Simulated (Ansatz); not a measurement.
HgPt (L1₀ or tetragonal B2, P4/mmm) under volume change, DFT-r²SCAN in the program Ansatz with PAW potentials, shape and atoms relaxed at each volume.

```
V (Å³/atom)  E − E(relaxed) (meV/atom)  P (GPa)
-----------  -------------------------  -------
16.011                            89.1    20.02
16.539                            36.8    11.97
17.067                             8.6     5.40
17.594                             0.0     0.00
18.122                             7.5    -4.42
18.650                            28.2    -8.00
19.178                            59.5   -10.91
```

Problem. What does a third-order Birch–Murnaghan fit give for V₀, B₀ and B′?

Solution. V₀ = 17.59 Å³/atom, B₀ = 162 GPa, B′ = 5.7.

The workflow started from an entry of the Crystallography Open Database (COD). Its standing as an ambient phase is unchecked. Symmetry was held in the r²SCAN relaxation; whether a distortion lowers the energy is not shown. No spin polarisation was allowed. Scalar-relativistic: spin–orbit coupling is off unless named, which matters more the heavier the elements.

Potentials: the later of the program's two PAW sets.
